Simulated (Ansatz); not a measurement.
5 guesses for NbAl2B3 and where they end

Method: DFT PBE, scalar-relativistic, plane waves, PAW (Ansatz). All cells share a 420 eV cutoff and Γ-centred k meshes spaced at most about 0.3 Å⁻¹ (about 0.25 or finer for metals, 2π included). No spin polarisation in the final relaxations.

Each guess was relaxed in cell and atoms at zero pressure, within the symmetry of its start. All energies are static (0 K, no zero-point motion). Coordination counts B atoms around Al and Nb (those within 1.25 times the shortest such distance or 1.15 times the sum of covalent radii; a plus sign parts nearer from farther groups; the shortest distance is added where it is long for a bond; a slash parts the counts of unlike sites).

| guess | made from | start group | V start (Å³/atom) | end group | V end (Å³/atom) | coordination at the end | gap on mesh (eV) | E over the lowest end (meV/atom) |
| --- | --- | --- | --- | --- | --- | --- | --- | --- |
| 1 | Sr2AlGa3 type | P-6m2 | 14.0 | P-6m2 | 12.7 | Nb 3, Al 6+3 from 2.6 Å | 0 | 499 |
| 2 | random cell | P6/mmm | 11.9 | ? | ? | ? | ? | ? |
| 3 | CeB2Rh3 type | P6/mmm | 10.9 | P6/mmm | 10.8 | Nb 12, Al 6 | 0 | 563 |
| 4 | CeGa2Cu3 type | Cmmm | 10.7 | Cmmm | 10.9 | Nb 4+4, Al 6 | 0 | 0 |
| 5 | random cell | P4mm | 11.8 | P4mm | 11.2 | Nb 1 from 3.0 Å, Al 4/4+4 | 0 | 82 |

Guess 2 as it starts:

```cif
data_structure
_symmetry_space_group_name_H-M 'P6/mmm'
_symmetry_Int_Tables_number 191
_cell_length_a 3.6771
_cell_length_b 3.6771
_cell_length_c 6.1034
_cell_angle_alpha 90.000
_cell_angle_beta 90.000
_cell_angle_gamma 120.000
_cell_volume 71.47
loop_
_atom_site_label
_atom_site_type_symbol
_atom_site_symmetry_multiplicity
_atom_site_Wyckoff_symbol
_atom_site_fract_x
_atom_site_fract_y
_atom_site_fract_z
_atom_site_occupancy
Al1 Al 2 d 0.33333 0.66667 0.50000 1
Nb1 Nb 1 b 0.00000 0.00000 0.50000 1
B1 B 2 c 0.33333 0.66667 0.00000 1
B2 B 1 a 0.00000 0.00000 0.00000 1
```

**Question.** Fill in the missing row: what does this guess relax into, and where does it rank?

**Answer.** It ends in space group P6/mmm (No. 191), with a = 4.781 Å, c = 4.418 Å, 14.6 Å³/atom and no gap. It lies 1.35 eV/atom over the lowest end, above guess 3 and so the highest of the set. Counting B atoms around Al and Nb, this end has Nb 2, Al 2 and the lowest (guess 4) has Nb 4+4, Al 6. The lowest (guess 4) holds B–B chains (shortest 1.73 Å); in this end the shortest B–B distance is 2.76 Å.

Space group P6/mmm (No. 191). a = 4.781 Å, b = 4.781 Å, c = 4.418 Å, α = 90.00°, β = 90.00°, γ = 120.00°
```csv
atom,site,symmetry,x,y,z
Al,2d,-6m2,0.3333,0.6667,0.5000
Nb,1b,6/mmm,0.0000,0.0000,0.5000
B,2c,-6m2,0.3333,0.6667,0.0000
B,1a,6/mmm,0.0000,0.0000,0.0000
```

The zero of energy is the elements' standard structures at the same level; no fitted shifts are applied.

**Question.** Is the lowest end bound against the elements?

**Answer.** No: its formation energy is +0.13 eV/atom. A positive value: parting into the elements would lower its energy.

Cells relaxed within their symmetry can be saddle points. A lower structure may well exist outside this small set. Some types were kept out of the candidates beforehand, so the set may lack a known form.
